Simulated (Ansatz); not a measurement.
A distorted cell of PbSe (rock salt):

```yaml
crystal:
  lattice:
    - [0.00000, 3.10888, 3.10888]
    - [3.10888, 0.00000, 3.10888]
    - [3.10888, 3.10888, 0.00000]
  atoms:
    - { symbol: Se, position: [0.00000, 0.00000, 0.00000] }
    - { symbol: Pb, position: [0.54986, 0.54986, 0.45014] }
```

Method: PBE (plane waves to 420 eV, PAW, scalar-relativistic; Ansatz, a quantum-chemistry and plane-wave program). k mesh 8×8×8 (Γ-centred), Fermi-Dirac smearing 0.05 eV. Energies are smeared free energies. Stress and pressure are positive under compression. PbSe was relaxed with its symmetry unable to fall. Spin-orbit coupling is left out, though Pb is heavy.

Problem. What forces act on the atoms (eV/Å, Cartesian)?

Solution. 
```tsv
atom	Fx	Fy	Fz
Se1	0.000	0.000	0.403
Pb2	0.000	0.000	-0.403
```

Problem. Give the stress tensor in GPa and the pressure.

Solution. 
```
   0.12     0.00     0.00
   0.00     0.12     0.00
   0.00     0.00     3.57
```
The pressure, a third of the trace, is 1.27 GPa.

Problem. In it atom 2 sits (0.000, 0.000, 0.310) Å away from its relaxed site. What is its energy relative to the relaxed cell?

Solution. 35.9 meV/cell.

(For displaced atoms, the force is minus the slope of the energy, and its curvature is a force constant, which sets phonon frequencies.)
